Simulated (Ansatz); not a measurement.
MgO:
```xyz
4
Lattice="3.4842 0.0000 0.0000 -1.7421 3.0174 0.0000 0.0000 0.0000 4.1857" Properties=species:S:1:pos:R:3 pbc="T T T"
Mg     1.7421     1.0058     3.1393
Mg     0.0000     2.0116     1.0464
O      1.7421     1.0058     1.0464
O      0.0000     2.0116     3.1393
```

Relaxed with r²SCAN.

Give the Bader charges and basin volumes of the independent atoms, DFT-r²SCAN in the program Ansatz with PAW potentials.



| atom | Bader charge (e) | Bader volume (Å³) |
|---|---|---|
| Mg1 | +1.74 | 4.8 |
| O3 | -1.74 | 17.2 |

Space group P6_3/mmc. The workflow started from a Materials Project entry (that database holds measured and hypothetical structures alike); the Crystallography Open Database copy checked does not list it. It is not the phase usual at ambient conditions (space group No. 225). The r²SCAN relaxation kept the symmetry of its start; whether a distortion lowers the energy is not shown.

Potentials: the later of the program's two PAW sets.
